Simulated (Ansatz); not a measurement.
LuH2, DFT, r2SCAN, all-electron PAW with datasets made for the crystal, scalar-relativistic (Ansatz 0.2.0), on 1 thread of Intel(R) Xeon(R) Platinum 8375C CPU @ 2.90GHz (Ice Lake) (shared host).

Command: `ansatz run input.yaml --threads 1 --pin off --max-ram 3072MiB --backend cpu --events-out ev --progress --plain --runs-dir out`

```yaml
crystal:
  lattice:
    - [0.0, 2.4945972335, 2.4945972335]
    - [2.4945972335, 0.0, 2.4945972335]
    - [2.4945972335, 2.4945972335, 0.0]
  atoms:
    - { symbol: Lu, position: [0.0, 0.0, 0.0] }
    - { symbol: H, position: [0.25, 0.25, 0.25] }
    - { symbol: H, position: [0.75, 0.75, 0.75] }
kpoints:
  mp_grid: { grid: [10, 10, 10] }
scf:
  occupations: { method: fermi_dirac, width: 0.05 }
hamiltonian:
  xc: r2scan
  pseudopotentials: { kind: all_electron, datasets: crystal }
output:
  forces: true
  stress: true
  eigenvalues: true
  efg: { contact_densities: true }
```

How large is the problem that the program sets up?

47 irreducible k-points, 531 plane waves at Γ, 20 bands.

About how long does it take, and how much memory?

15 s of wall time for 11 SCF iterations, with a peak of 0.8 GiB. Times on shared machines scatter by tens of per cent.
